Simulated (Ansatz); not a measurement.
The elements of this relaxed trial crystal are hidden behind letters.

```
lattice vectors (Å)
   3.9920    0.0000    0.0000
  -1.9960    3.4572    0.0000
   0.0000    0.0000   19.7519
fractional positions
X 0.6667 0.3333 0.1667
X 0.6667 0.3333 0.4967
X 0.6667 0.3333 0.8367
X 0.3333 0.6667 0.9967
X 0.3333 0.6667 0.3367
X 0.3333 0.6667 0.6667
Z 0.6667 0.3333 0.9581
Z 0.3333 0.6667 0.4581
Q 0.6667 0.3333 0.2927
Q 0.6667 0.3333 0.6230
Q 0.3333 0.6667 0.1230
Q 0.3333 0.6667 0.7927
```

Theory: DFT PBE, scalar-relativistic, plane waves, PAW (Ansatz). The final run on the 12-atom cell used 420 eV, a Γ-centred 12×12×2 mesh, 0.02 eV smearing and no spin polarisation.

| Property | Result |
| --- | --- |
| Space group | P6_3mc (No. 186) |
| Conventional cell | a = 3.992 Å, c = 19.752 Å |
| Volume per atom | 22.72 Å³ |
| Density | 4.75 g/cm³ |
| Formation energy | −0.359 eV/atom |
| Gap on the 12×12×2 mesh of the 12-atom cell | 0.53 eV |

Energies are uncorrected and count from the elements' standard states at the same level.

Question: X is a p-block element of period 4, Z is a p-block element of period 3 and Q is a p-block element of period 4. Which elements are they?

Answer: X = Ga, Z = P, Q = As, so the formula is Ga3As2P. Density times volume gives a mean mass of 4.75 × 22.72/1.6605 = 65.0 u per atom, and this set has 65.0 u. Around Ga on its first site lie 4 As at 2.46–2.49 Å; P has 4 Ga at 2.40–2.43 Å; As on its first site is surrounded by 4 Ga at 2.46–2.49 Å; 3 more sites not described. Other sets within the hints have nearly the same mass, so mass alone doesn't settle it; this one was computed.

Kohn–Sham gaps at this level usually fall short of measured ones. A structure relaxed within its symmetry needn't be a true minimum.
